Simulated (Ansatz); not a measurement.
## TaTe in the zincblende structure

Method: PBE, scalar-relativistic; collinear spin; PAW, 420 eV, 10×10×10 k-mesh, Gaussian smearing of 0.05 eV; code Ansatz; PAW files: Ansatz's generated set soft_2.

```cif
data_structure
_symmetry_space_group_name_H-M 'F-43m'
_symmetry_Int_Tables_number 216
_cell_length_a 6.3199
_cell_length_b 6.3199
_cell_length_c 6.3199
_cell_angle_alpha 90.000
_cell_angle_beta 90.000
_cell_angle_gamma 90.000
_cell_volume 252.42
loop_
_atom_site_label
_atom_site_type_symbol
_atom_site_symmetry_multiplicity
_atom_site_Wyckoff_symbol
_atom_site_fract_x
_atom_site_fract_y
_atom_site_fract_z
_atom_site_occupancy
Ta1 Ta 4 a 0.00000 0.00000 0.00000 1
Te1 Te 4 d 0.25000 0.25000 0.75000 1
```

The structure was built from a prototype; whether the compound forms in it isn't claimed.

Magnetic state: ferromagnetic, site spin moments Ta 1.26 μB.

The cell above was scaled in volume, its shape and atoms being fixed by the lattice's symmetry. Energies are counted from the cell above.

The cell is relaxed to zero pressure at this level.

| V (Å³/atom) | ΔE (meV/atom) | P from the stress (GPa) |
| --- | --- | --- |
| 29.817 | 22.26 | 4.17 |
| 30.290 | 12.05 | 2.93 |
| 30.921 | 2.91 | 1.49 |
| 31.552 | 0.00 | 0.00 |
| 32.183 | 2.60 | -1.20 |
| 32.814 | 8.89 | -2.14 |
| 33.761 | 25.70 | -3.62 |
| 34.708 | 51.06 | -4.90 |

Do the energies and the pressures agree? Compare −ΔE/ΔV between neighbouring points (1 meV/Å³ = 0.1602 GPa) with the mean of their pressures.

| interval (Å³/atom) | −ΔE/ΔV (GPa) | mean P (GPa) |
| --- | --- | --- |
| 29.82 to 30.29 | 3.5 | 3.6 |
| 30.29 to 30.92 | 2.3 | 2.2 |
| 30.92 to 31.55 | 0.7 | 0.7 |
| 31.55 to 32.18 | -0.7 | -0.6 |
| 32.18 to 32.81 | -1.6 | -1.7 |
| 32.81 to 33.76 | -2.8 | -2.9 |
| 33.76 to 34.71 | -4.3 | -4.3 |
They differ by 0.11 GPa at most.

What do the two routes give for V0, B0 and B0′?

A third-order Birch–Murnaghan fit of the energies: V0 = 31.60 Å³/atom, B0 = 63 GPa, B0′ = 4.5. A polynomial of P in ln V, with B = −dP/d ln V at P = 0: V0 = 31.58 Å³/atom, B0 = 63 GPa, B0′ = 4.8.

The largest spin moment goes from 1.12 to 1.49 μB along the curve.

B0·V0 = 63.3 GPa × 31.60 Å³ = 12.48 eV/atom sets the scale: near the minimum ΔE ≈ ½ B0 V0 x², with x = V/V0 − 1, and a pressure of 0.6 GPa squeezes the volume by about 1 %. At the ends of the curve: x = −5.6 % predicts 19.9 meV/atom and the run gives 22.3; x = +9.8 % predicts 60.3 meV/atom and the run gives 51.1. The curve is steeper than the parabola on the compressed side and flatter on the expanded side: the bulk modulus rises with pressure.

The moment grows with the volume: wider spacing narrows the bands, and exchange then polarises them more fully.

The moments change along the equation of state, so B0 holds a magnetic softening and is less sure. Scalar-relativistic only: spin–orbit splittings of the heavy atoms' levels are missing. The run wasn't fully tested for a lower electronic state. Site moments are of spin, integrated over atomic spheres. The moments were started parallel, and the real magnetic order may be another. The run is a metal.
